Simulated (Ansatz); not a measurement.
**Al2GaP3 (I-4m2) at 4 levels of theory**

One geometry, relaxed with PBE; plane waves with PAW potentials in Ansatz, scalar-relativistic. No spin polarisation. Gaps are the least over mesh and band path; pressure is positive in compression, and isn't given for hybrids.

```
CELL_PARAMETERS angstrom
-1.94752 1.94752 8.25717
1.94752 -1.94752 8.25717
1.94752 1.94752 -8.25717
ATOMIC_POSITIONS crystal
Al 0.66668 0.66668 0.00000
Al 0.33332 0.33332 0.00000
Ga 0.00000 0.00000 0.00000
P 0.41630 0.91629 0.50000
P 0.08371 0.58370 0.50000
P 0.75000 0.25000 0.50000
```

```tsv
level	cutoff (eV)	k mesh	gap (eV)	pressure (GPa)
PBE	420	10×10×10	1.64	0.0
```

Q: What comes out on the same cell with r2SCAN, HSE06, LDA?

A:
| level | cutoff (eV) | k mesh | gap (eV) | pressure (GPa) |
| --- | --- | --- | --- | --- |
| r2SCAN | 500 | 10×10×10 | 1.94 | -1.7 |
| HSE06 | 420 | 6×6×6 | 2.31 | - |
| LDA | 420 | 10×10×10 | 1.50 | -3.9 |

The structure comes from a generated guess; another structure or a mixture of phases may lie lower.
